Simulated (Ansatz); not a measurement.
A relaxed cell of ZnIn2Cl4 is given with its symmetry left out. The cell was found from a structure generator's guess, not taken from experiment.

Method: DFT PBE, scalar-relativistic, plane waves, PAW (Ansatz 0.2.0). Cutoff 420 eV, Γ-centred mesh, Gaussian smearing, no spin polarisation.

```yaml
crystal:
  lattice:
    - [6.29047, 0.00000, 0.00000]
    - [-2.77401, 5.68256, 0.00000]
    - [-1.93252, -2.70052, 6.49965]
  atoms:
    - { symbol: Zn, position: [0.99277, 0.04405, 0.00105] }
    - { symbol: In, position: [0.10549, 0.44566, 0.64522] }
    - { symbol: In, position: [0.45742, 0.77724, 0.35528] }
    - { symbol: Cl, position: [0.03256, 0.89500, 0.70651] }
    - { symbol: Cl, position: [0.95897, 0.39389, 0.99019] }
    - { symbol: Cl, position: [0.61203, 0.75150, 0.00491] }
    - { symbol: Cl, position: [0.34076, 0.19267, 0.29684] }
```

Formation energies are uncorrected and refer to the elements' standard structures at the same level (Cl₂ as a molecule).

**Question.** What space group does it have?

**Answer.** P1 (No. 1). Conventional cell: a = 6.290 Å, b = 6.323 Å, c = 7.299 Å, α = 102.5°, β = 105.4°, γ = 116.0°. Around Zn lie 4 Cl at 2.27–2.33 Å; In on its first site has 3 Cl at 2.94–3.03 Å and 1 Cl at 3.45 Å; In on its second site is surrounded by 3 Cl at 2.96–3.10 Å and 2 Cl at 3.34–3.48 Å; Cl on its first site has 1 Zn at 2.28 Å and 1 In at 3.03 Å; 3 more sites not described.

**Question.** What is its formation energy per atom?

**Answer.** −1.006 eV/atom. A negative formation energy is needed for stability but isn't enough: competing phases decide.

**Question.** Is it a metal?

**Answer.** No, the gap on the 6×6×4 mesh is 2.33 eV.

The last run used a 6×6×4 mesh (in the run's order of axes) for its 7-atom cell and Gaussian smearing of 0.02 eV. Kohn–Sham gaps at this level usually fall short of measured ones. This cell was reached by moving the atoms of another relaxed cell at random and relaxing again, last within the group found; it had no such test of its own.
